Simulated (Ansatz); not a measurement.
ZrSi2, a database entry at a rescaled volume

```xyz
6
Lattice="3.7609 0.0000 0.0000 1.8804 -7.3853 0.0000 0.0000 0.0000 -3.7103" Properties=species:S:1:pos:R:3 pbc="T T T"
Zr    1.8804   -5.8196   -2.7827
Zr    3.7609   -1.5657   -0.9276
Si    3.7609   -3.6926   -2.7827
Si    1.8804   -3.6926   -0.9276
Si    1.8804   -2.1417   -2.7827
Si    3.7609   -5.2435   -0.9276
```

Method: PBE, no spin polarisation; PAW, plane waves to 420 eV, 8×8×8 Γ-centred mesh, cold occupations (width 0.1483 eV) (Ansatz 0.2.0), atoms fixed.

**Question.** Is there a gap?

**Answer.** It is a metal, with about 4 states/eV a cell as the mean within 0.25 eV of the Fermi level, mostly Zr d (52 %) and Si p (26 %).

**Question.** Is it stable against the elements?

**Answer.** 0.11 eV an atom against the elements' usual phases (free molecules for gases, crystals otherwise, with no correction for O₂ or N₂), so at this geometry it isn't bound against them. Relaxing would lower it.

**Question.** Is the cell too large or too small?

**Answer.** The pressure is 7.7 GPa (compression positive), so with the atoms held at these fractions the cell would first expand; the forces are large, so a full relaxation may end otherwise. The principal stresses 2.9, 9.8, 10.5 GPa differ, so its shape would change too.

**Question.** Which atom feels the largest force, and which way?

**Answer.** The largest is on Si5 (and as large on other atoms): 2.48 eV/Å, components (0.00, 2.48, 0.00). It makes 130° with the line to a nearest neighbour, Si4 at 2.42 Å.

**Question.** How is the charge shared?

**Answer.** Bader charges in e: Zr +1.05, Si -0.78 to -0.27. In the mean Zr gives up most and Si takes most.

Origin: a database entry at a rescaled volume. Caveats: forces this large suggest misplaced atoms in the database entry; atoms or cell far from equilibrium.
